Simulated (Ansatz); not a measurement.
A plane-wave DFT run in Ansatz 0.2.0 (scalar-relativistic PAW potentials unless the input names others): input and command.

```yaml
crystal:
  lattice:
    - [0.0, 4.8469245718, 4.8469245718]
    - [4.8469245718, 0.0, 4.8469245718]
    - [4.8469245718, 4.8469245718, 0.0]
  atoms:
    - { symbol: Cs, position: [0.0, 0.0, 0.0] }
    - { symbol: Cs, position: [0.25, 0.25, 0.25] }
    - { symbol: Cd, position: [0.625, 0.625, 0.625] }
    - { symbol: Cd, position: [0.125, 0.625, 0.625] }
    - { symbol: Cd, position: [0.625, 0.625, 0.125] }
    - { symbol: Cd, position: [0.625, 0.125, 0.625] }
basis:
  ecutwfc: 420
kpoints:
  mp_grid: { grid: [8, 8, 8] }
hamiltonian:
  xc: pbe
scf:
  occupations: { method: gaussian, width: 0.1 }
  max_iter: 50
output:
  forces: true
  eigenvalues: true
  stress: true
magnetization:
  spin_polarized: many
```

```bash
ansatz run input.yaml --threads 1 --pin off --max-ram 2560MiB --backend cpu --events-out ev --progress --plain --runs-dir out
```

Question: Will this input run?

Answer: The program refuses it, because of a value of the wrong type (magnetization.spin_polarized: not typed → "many"). Without that key it is accepted.

Abridged log:
```
Error: YAML parse error: error: line 27 column 19: invalid boolean (strict mode expects true/false)
  --> <input>:27:19
   |
25 |   stress: true
26 | magnetization:
27 |   spin_polarized: many
   |                   ^ invalid boolean (strict mode expects true/false)
```